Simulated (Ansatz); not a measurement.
LaCu₂ in space group P6/mmm (No. 191; La on 1a, Cu on 2d) under volume change, the program Ansatz at the r²SCAN level (PAW), shape and atoms relaxed at each volume.

```tsv
V (Å³/atom)	E − E(relaxed) (meV/atom)	P (GPa)
18.779	(withheld)	(withheld)
19.398	18.1	4.90
20.017	4.3	2.29
20.636	0.0	0.00
21.255	3.9	-1.98
21.874	14.9	-3.69
22.493	(withheld)	(withheld)
```

Task: Fill in the missing entries.

Result: 
- 18.779, E − E(relaxed) (meV/atom): 42.6
- 18.779, P (GPa): 7.82
- 22.493, E − E(relaxed) (meV/atom): 32.1
- 22.493, P (GPa): -5.17

Task: What does a third-order Birch–Murnaghan fit give for V₀, B₀ and B′?

Result: V₀ = 20.64 Å³/atom, B₀ = 70.3 GPa, B′ = 3.5.

The workflow started from an entry of the Crystallography Open Database (COD). Its standing as an ambient phase is unchecked. The cell was relaxed with r²SCAN under the symmetry of its start; whether a distortion lowers the energy is not shown. No spin polarisation was allowed. Spin–orbit coupling is left out wherever it is not named.

Potentials: the later of the program's two PAW sets.
